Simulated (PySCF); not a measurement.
PySCF single point, HF/6-31G*, density fitting, C-PCM implicit propylene carbonate (electrostatics alone), on anisole, C7H8O (SMILES COc1ccccc1), charge 0, multiplicity 1.

```python
from pyscf import gto, scf, dft
mol = gto.M(atom='''
C     -2.573185     0.055984    -0.000127
O     -1.480729     0.941000     0.002960
C     -0.220023     0.421236     0.002429
C      0.819151     1.353197     0.001562
C      2.132277     0.933142     0.000281
C      2.434126    -0.420393    -0.000055
C      1.407006    -1.344489     0.001117
C      0.082988    -0.935167     0.002323
H     -3.462215     0.684858    -0.002838
H     -2.576613    -0.577177    -0.893584
H     -2.581942    -0.576868     0.893584
H      0.565092     2.401536     0.002163
H      2.926526     1.664747     0.000118
H      3.462215    -0.749084    -0.000915
H      1.630123    -2.401536     0.000792
H     -0.697277    -1.680194     0.003105
''', basis='6-31G*', charge=0, spin=0, verbose=3)
mf = scf.RHF(mol)
mf = mf.density_fit()
mf = mf.PCM()
mf.with_solvent.method = 'C-PCM'
mf.with_solvent.eps = 64
mf.max_cycle = 100
e = mf.kernel()
print('converged', mf.converged)
print('E_total', e)
print('nao', mol.nao)
print('HOMO', mf.mo_energy[mf.mo_occ > 0].max())
mf.dip_moment()
```

The program's output:

```

WARN: PCM is an experimental feature. It is still in testing.
Features and APIs may be changed in the future.

converged SCF energy = -344.588692339734
converged True
E_total -344.5886923397341
nao 128
HOMO -0.3119782623430023
Dipole moment(X, Y, Z, Debye): -0.68435, -1.68917, -0.00478
```

The total energy is -9376.74 eV, -0.21 eV from the same level's vacuum run.
